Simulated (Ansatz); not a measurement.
Recipe of this trial structure of Si3B4: 3-, 4-connected net, the two elements on its two kinds of vertex (I-43d, No. 220). Its size is a rough estimate.

```
Si B
1.0
    -3.57802    3.57802    3.57802
     3.57802   -3.57802    3.57802
     3.57802    3.57802   -3.57802
Si B
6 8
Direct
  0.25000 0.12500 0.87500
  0.87500 0.25000 0.12500
  0.75000 0.37500 0.62500
  0.62500 0.75000 0.37500
  0.12500 0.87500 0.25000
  0.37500 0.62500 0.75000
  0.55520 0.55520 0.55520
  0.44480 0.50000 0.00000
  0.50000 0.00000 0.94480
  0.00000 0.44480 0.50000
  0.94480 0.50000 0.00000
  0.05520 0.05520 0.05520
  0.00000 0.94480 0.50000
  0.50000 0.00000 0.44480
```

These are results of Ansatz, DFT PBE, scalar-relativistic, plane waves, PAW, not measurements. Cutoff 420 eV, Gaussian smearing, Γ-centred meshes. Cell and atoms relax first on a coarse mesh and then on a finer one. In between, the cell is made exact in the group found at 0.06 Å. In metals the finer mesh still leaves noise of several meV/atom or more. The steps can't lower the symmetry of their start. No spin polarisation.

A guess keeps its type if space group and coordination stay and the shape of the cell changes little (axis ratios within about 15 %, angles within 6°); the volume may change.

Q: Does this structure survive the relaxation?

A: It keeps its type. The symmetry stays I-43d (No. 220). The volume per atom grows by 13.7 %, from 13.1 to 14.9 Å³. The shortest distance goes from 1.94 Å (Si–B) to 2.02 Å (Si–B). Counting neighbours within 15 % of an atom's shortest distance, the start has B 3, Si 4 and the end B 3, Si 4.

Energies over the elements count from the elements' standard structures at the same level, with no fitted energy shifts.

Q: At what energy does it end?

A: +0.80 eV/atom. The separate elements lie lower, so it is unstable against them.

The last run used an 8×8×8 mesh for its 14-atom cell and Gaussian smearing of 0.10 eV. Symmetry constrained the relaxation, so the result can be a saddle point.
